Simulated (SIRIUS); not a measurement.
**Sensitivity of a calculation on Si3N4 (P6_3/m, 14 atoms in the cell; from Materials Project mp-988, lattice scaled a little) to its settings**

```
Si3N4
1.0
    7.42964     0.00000     0.00000
   -3.71482     6.43425     0.00000
    0.00000     0.00000     2.83838
Si N
6 8
Direct
  0.23108   0.82495   0.75000
  0.76892   0.17505   0.25000
  0.40613   0.23108   0.25000
  0.59387   0.76892   0.75000
  0.17505   0.40613   0.75000
  0.82495   0.59387   0.25000
  0.33333   0.66667   0.75000
  0.66667   0.33333   0.25000
  0.96919   0.66985   0.75000
  0.03081   0.33015   0.25000
  0.29934   0.96919   0.25000
  0.70066   0.03081   0.75000
  0.33015   0.29934   0.75000
  0.66985   0.70066   0.25000
```

Base run A: PBEsol, GBRV PBEsol ultrasoft pseudopotentials run with SIRIUS, self-consistent single point.

Its settings: parameters.ngridk = 4 4 9; parameters.xc_functionals = [XC_GGA_X_PBE_SOL, XC_GGA_C_PBE_SOL]; parameters.gk_cutoff = 6.325 1/bohr; parameters.pw_cutoff = 14.143 1/bohr; parameters.smearing = fermi_dirac; parameters.smearing_width = 0.000367493 Ha; potentials = GBRV PBEsol ultrasoft pseudopotentials; parameters.electronic_structure_method = pseudopotential; parameters.num_bands = 38; parameters.num_mag_dims = 0; parameters.num_dft_iter = 100; parameters.energy_tol = 1e-07 Ha; parameters.density_tol = 1e-06; mixer.type = broyden2; mixer.beta = 0.5; mixer.use_hartree = true.

The structure comes from a collection of computed structures, made at another level of theory; the collection holds predicted forms beside known ones. Its lattice was then scaled. At this pressure the cell is far from its equilibrium volume at this level.

ΔF is the free energy per atom less that of run A. 

Runs:
- B: lattice vector c scaled by 0.99
- C: atom 5 moved by +0.04 angstrom along x
- D: parameters.ngridk: 4 4 9 → 4 4 8
- E: parameters.smearing: fermi_dirac → gaussian; parameters.smearing_width: 0.000367493 Ha → 0.0001 Ha
- F: parameters.gk_cutoff: 6.325 1/bohr → 8.944 1/bohr; parameters.pw_cutoff: 14.143 1/bohr → 20 1/bohr
- G: parameters.energy_tol: 1e-07 Ha → 3.7e-12 Ha; parameters.density_tol: 1e-06 → 1
- H: volume scaled by 0.98
- I: iterative_solver.num_steps: default → 5
- J: parameters.num_dft_iter: 100 → 200; mixer.beta: 0.5 → 0.05
- K: iterative_solver.subspace_size: default → 4
- L: parameters.num_dft_iter: 100 → 200; mixer.max_history: default → 16

```tsv
run	ΔF (meV/atom)	pressure (GPa)	largest force (eV/Å)	k-points	rough cost (cheapest run = 1)
A	0.00	23.00	0.154	20	1
B	16.9	26.65	0.388	20	1
C	3.1	23.14	2.039	50	3
D	0.01	23.00	0.154	20	1
E	0.00	23.00	0.154	20	1
F	-5.0	22.96	0.153	20	5
G	0.00	23.00	0.154	20	1
H	32.1	30.08	0.189	20	1
I	0.00	23.00	0.154	20	1
J	0.00	23.00	0.154	20	2
K	0.00	23.00	0.154	20	1
L	0.00	23.00	0.154	20	1
```

Run F against A: The free energy goes down by 5.0 meV/atom, the pressure hardly changes (23.00 to 22.96 GPa) and the largest force hardly changes (0.154 to 0.153 eV/Å).

Run C against A: The free energy rises by 3.1 meV/atom, the pressure goes from 23.00 to 23.14 GPa and the largest force goes from 0.154 to 2.039 eV/Å.
